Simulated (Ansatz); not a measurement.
Starting structure of a cell relaxation (symmetry kept):

```
CELL_PARAMETERS angstrom
-2.51337 2.51337 3.68939
2.51337 -2.51337 3.68939
2.51337 2.51337 -3.68939
ATOMIC_POSITIONS crystal
Si 0.00000 0.00000 0.00000
Si 0.75000 0.25000 0.50000
O 0.96701 0.62500 0.84201
O 0.37500 0.21701 0.34201
O 0.78299 0.12500 0.15799
O 0.87500 0.03299 0.65799
```

Method: DFT LDA, scalar-relativistic, plane waves, PAW in Ansatz.

Plane waves to 420 eV, a k mesh through Γ of 6×6×6 on the computed 6-atom cell and Gaussian smearing (0.02 eV); no spin polarisation.

What does it relax to?

The volume goes down by 0.78 Å³/atom to 14.75 Å³/atom, and the energy falls by 10.2 meV/atom. Final structure:
```
Si O
1.0
    -2.46528    2.46528    3.64145
     2.46528   -2.46528    3.64145
     2.46528    2.46528   -3.64145
Si O
2 4
Direct
  0.00000 0.00000 0.00000
  0.75000 0.25000 0.50000
  0.97361 0.62500 0.84861
  0.37500 0.22361 0.34861
  0.77639 0.12500 0.15139
  0.87500 0.02639 0.65139
```

Course of the relaxation (steps run on the plane waves of an earlier cell, and the basis is chosen afresh near the end, so energy and pressure can step there; trial steps that raised the energy were taken back; energies are free energies):

| step | E − E_final (meV/atom) | largest force component (eV/Å) | P (GPa) | V (Å³/atom) |
| --- | --- | --- | --- | --- |
| 1 | 10.2 | 0.345 | -5.59 | 15.54 |
| 2 | 2.1 | 0.184 | -3.01 | 15.26 |
| 3 | -1.9 | 0.012 | 0.15 | 14.95 |
| 4 | -1.9 | 0.003 | 0.00 | 14.96 |
| 5 | -1.9 | 0.003 | 0.00 | 14.96 |
| 6 | 0.2 | 0.002 | -0.24 | 14.96 |
| 7 | -0.4 | 0.009 | -0.01 | 14.85 |
| 8 | -0.7 | 0.001 | -0.01 | 14.79 |
| 9 | 0.0 | 0.001 | -0.05 | 14.79 |
| 10 | -0.2 | 0.000 | 0.00 | 14.75 |
| 11 | 0.0 | 0.000 | -0.01 | 14.75 |

Cost: 1 run of about 1.3 core-minutes, on Arm Neoverse V1 (shared hosts).